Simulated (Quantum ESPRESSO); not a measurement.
## Mo7W (input and log of a self-consistent run)

Computed values, not a measurement. The program is pw.x of Quantum ESPRESSO 7.5 (plane-wave density functional theory). The cell is made up: eight metal atoms on a face-centred cubic lattice, with elements, volume, strain and displacements drawn at random and not relaxed, so it may be unstable or far from any real phase. PseudoDojo standard norm-conserving files set the functional (PBE unless stated); there is no spin polarisation or spin-orbit coupling, the Fermi-Dirac width of 0.25 eV means electrons at about 2900 K, and the masses in the input are unused placeholders. Heavy elements are run without spin-orbit coupling, which real alloys of them have. A spin test at this wide smearing found no moment, but such smearing suppresses magnetism that the real alloy may have.

Input:

```
&control calculation='scf', pseudo_dir='./dojo.nc.sr.pbe.v0_5.standard.upf', outdir='./o', disk_io='minimal', tprnfor=.true., tstress=.true. /
&system ibrav=0, nat=8, ntyp=2, nbnd=74, ecutwfc=79.96652505, nosym=.true., tot_charge=0,
 occupations='smearing', smearing='fd', degauss=0.0183746611
/
&electrons conv_thr=1.470e-08, electron_maxstep=70, mixing_beta=0.5 /
ATOMIC_SPECIES
Mo 1.0 Mo.upf
W 1.0 W.upf
CELL_PARAMETERS angstrom
0.0149 2.0872 2.0396
-4.063 -0.0068 -0.023
0.0324 -8.1489 7.9585
ATOMIC_POSITIONS angstrom
Mo -0.0761 0.0089 -0.1596
Mo 0.095 -2.0232 1.8802
Mo -0.0013 -4.0733 4.0084
Mo 0.0054 -6.1035 5.9954
W -2.136 0.0904 1.9885
Mo -2.044 -2.0603 4.0357
Mo -2.0715 -3.9276 5.9463
Mo -2.0585 -6.0795 7.9828
K_POINTS automatic
8 6 2 1 1 1
```

The log is shortened where brackets say so; the opening notice, blank lines, dates and the lines on written files are dropped, and the path of the files is cut. It prints rydbergs, bohrs and kilobars, and counts compression as positive stress. Its total energy is the free energy E - TS of the whole cell.

```
     Program PWSCF v.7.5
     Parallel version (MPI & OpenMP), running on       4 processor cores
     Number of MPI processes:                 4
     Threads/MPI process:                     1
     [start-up lines left out]
     bravais-lattice index     =            0
     lattice parameter (alat)  =       5.5148  a.u.
     unit-cell volume          =     911.1250 (a.u.)^3
     number of atoms/cell      =            8
     number of atomic types    =            2
     number of electrons       =       112.00
     number of Kohn-Sham states=           74
     kinetic-energy cutoff     =      79.9665  Ry
     charge density cutoff     =     319.8661  Ry
     scf convergence threshold =      1.5E-08
     mixing beta               =       0.5000
     number of iterations used =            8  plain     mixing
     Exchange-correlation= PBE
                           (   1   4   3   4   0   0   0)
     [axes and pseudopotential details left out]
   Cartesian axes
     site n.     atom                  positions (alat units)
         1        Mo     tau(   1) = (  -0.0260766   0.0030497  -0.0546890  )
         2        Mo     tau(   2) = (   0.0325530  -0.6932755   0.6442747  )
         3        Mo     tau(   3) = (  -0.0004455  -1.3957686   1.3735298  )
         4        Mo     tau(   4) = (   0.0018504  -2.0914427   2.0544009  )
         5        W      tau(   5) = (  -0.7319279   0.0309767   0.6813851  )
         6        Mo     tau(   6) = (  -0.7004029  -0.7059883   1.3828845  )
         7        Mo     tau(   7) = (  -0.7098261  -1.3458426   2.0375761  )
         8        Mo     tau(   8) = (  -0.7053715  -2.0832188   2.7354090  )
     number of k points=    48  Fermi-Dirac smearing, width (Ry)=  0.0184
                       cart. coord. in units 2pi/alat
        k(    1) = (  -0.0603685  -0.0010018   0.0908931), wk =   0.0416667
        k(    2) = (  -0.0599995   0.0885544  -0.0007559), wk =   0.0416667
     [further k points left out]
     Dense  grid:    88007 G-vectors     FFT dimensions: (  32,  45, 125)
     Estimated max dynamical RAM per process >     297.42 MB
     Estimated total dynamical RAM >       1.10 GB
     Initial potential from superposition of free atoms
     starting charge     111.9895, renormalised to     112.0000
     Starting wfcs are   80 randomized atomic wfcs
     total cpu time spent up to now is        4.9 secs
     per-process dynamical memory:   234.9 Mb
     Self-consistent Calculation
     iteration #  1     ecut=    79.97 Ry     beta= 0.50
     Davidson diagonalization with overlap
     ethr =  1.00E-02,  avg # of iterations =  2.9
     total cpu time spent up to now is       16.9 secs
     total energy              =   -1134.82438213 Ry
     estimated scf accuracy    <       1.47211375 Ry
     iteration #  2     ecut=    79.97 Ry     beta= 0.50
     Davidson diagonalization with overlap
     ethr =  1.31E-03,  avg # of iterations =  6.7
     total cpu time spent up to now is       32.0 secs
     total energy              =   -1132.20649642 Ry
     estimated scf accuracy    <      84.20467391 Ry
     iteration #  3     ecut=    79.97 Ry     beta= 0.50
     Davidson diagonalization with overlap
     ethr =  1.31E-03,  avg # of iterations =  6.6
     total cpu time spent up to now is       48.6 secs
     total energy              =   -1134.37184869 Ry
     estimated scf accuracy    <      24.09279564 Ry
     iteration #  4     ecut=    79.97 Ry     beta= 0.50
     Davidson diagonalization with overlap
     ethr =  1.31E-03,  avg # of iterations =  2.7
     total cpu time spent up to now is       61.3 secs
     total energy              =   -1135.06622239 Ry
     estimated scf accuracy    <       4.12892604 Ry
     iteration #  5     ecut=    79.97 Ry     beta= 0.50
     Davidson diagonalization with overlap
     ethr =  1.31E-03,  avg # of iterations =  2.0
     total cpu time spent up to now is       72.4 secs
     total energy              =   -1135.01335370 Ry
     estimated scf accuracy    <      12.74543279 Ry
     [iterations 6 to 16 left out]
     iteration # 17     ecut=    79.97 Ry     beta= 0.50
     Davidson diagonalization with overlap
     ethr =  5.00E-09,  avg # of iterations =  4.4
     total cpu time spent up to now is      227.0 secs
     total energy              =   -1135.39747740 Ry
     estimated scf accuracy    <       0.00000165 Ry
     iteration # 18     ecut=    79.97 Ry     beta= 0.50
     Davidson diagonalization with overlap
     ethr =  1.47E-09,  avg # of iterations =  2.2
     total cpu time spent up to now is      237.5 secs
     total energy              =   -1135.39747750 Ry
     estimated scf accuracy    <       0.00000098 Ry
     iteration # 19     ecut=    79.97 Ry     beta= 0.50
     Davidson diagonalization with overlap
     ethr =  8.72E-10,  avg # of iterations =  1.1
     total cpu time spent up to now is      246.9 secs
     total energy              =   -1135.39747754 Ry
     estimated scf accuracy    <       0.00000018 Ry
     iteration # 20     ecut=    79.97 Ry     beta= 0.50
     Davidson diagonalization with overlap
     ethr =  1.58E-10,  avg # of iterations =  2.5
     total cpu time spent up to now is      257.2 secs
     total energy              =   -1135.39747756 Ry
     estimated scf accuracy    <       0.00000016 Ry
     iteration # 21     ecut=    79.97 Ry     beta= 0.50
     Davidson diagonalization with overlap
     ethr =  1.39E-10,  avg # of iterations =  1.1
     total cpu time spent up to now is      266.4 secs
     End of self-consistent calculation
     [lines on levels left out]
!    total energy              =   -1135.39747757 Ry
     estimated scf accuracy    <          4.2E-09 Ry
     smearing contrib. (-TS)   =      -0.15572713 Ry
     internal energy E=F+TS    =   -1135.24175045 Ry
     The total energy is F=E-TS. E is the sum of the following terms:
     one-electron contribution =    -179.20659656 Ry
     hartree contribution      =     152.76776297 Ry
     xc contribution           =    -177.02884096 Ry
     ewald contribution        =    -931.77407589 Ry
     convergence has been achieved in  21 iterations
     Forces acting on atoms (cartesian axes, Ry/au):
     atom    1 type  1   force =    -0.01207296   -0.00693273    0.01717275
     atom    2 type  1   force =    -0.03848142   -0.00204457    0.00823103
     atom    3 type  1   force =    -0.01304345    0.00817001   -0.00367511
     atom    4 type  1   force =    -0.01530296    0.01689625   -0.00236733
     atom    5 type  2   force =     0.03335713   -0.02331088    0.00574597
     atom    6 type  1   force =     0.02477850    0.01636141   -0.02516766
     atom    7 type  1   force =     0.01526267   -0.02373899    0.02633565
     atom    8 type  1   force =     0.00550249    0.01459951   -0.02627530
     Total force =     0.091898     Total SCF correction =     0.000322
     Computing stress (Cartesian axis) and pressure
          total   stress  (Ry/bohr**3)                   (kbar)     P=      -71.80
  -0.00049011   0.00000251   0.00000891          -72.10        0.37        1.31
   0.00000251  -0.00037699   0.00001277            0.37      -55.46        1.88
   0.00000891   0.00001277  -0.00059725            1.31        1.88      -87.86
     init_run     :      4.24s CPU      4.43s WALL (       1 calls)
     electrons    :    256.18s CPU    261.46s WALL (       1 calls)
     forces       :      1.58s CPU      1.58s WALL (       1 calls)
     stress       :      5.43s CPU      5.43s WALL (       1 calls)
     [timing details left out]
     PWSCF        :   4m27.92s CPU   4m33.46s WALL
     JOB DONE.
```

In other units: free energy -15447.870 eV for the cell, pressure -7.18 GPa, largest force component 0.989 eV/Å in size. The run took 275 s of wall time with four MPI processes on a shared machine (Intel Xeon, 2023 or later, virtual cores), so the time is rough. A rerun of this cell at a higher cutoff and on a denser mesh moved values by no more than 0.017 eV in energy, 0.26 GPa in stress and 0.019 eV/Å in force, and a second program with other atomic files agreed on that cell to 2 % rms in force and 0.5 GPa in pressure.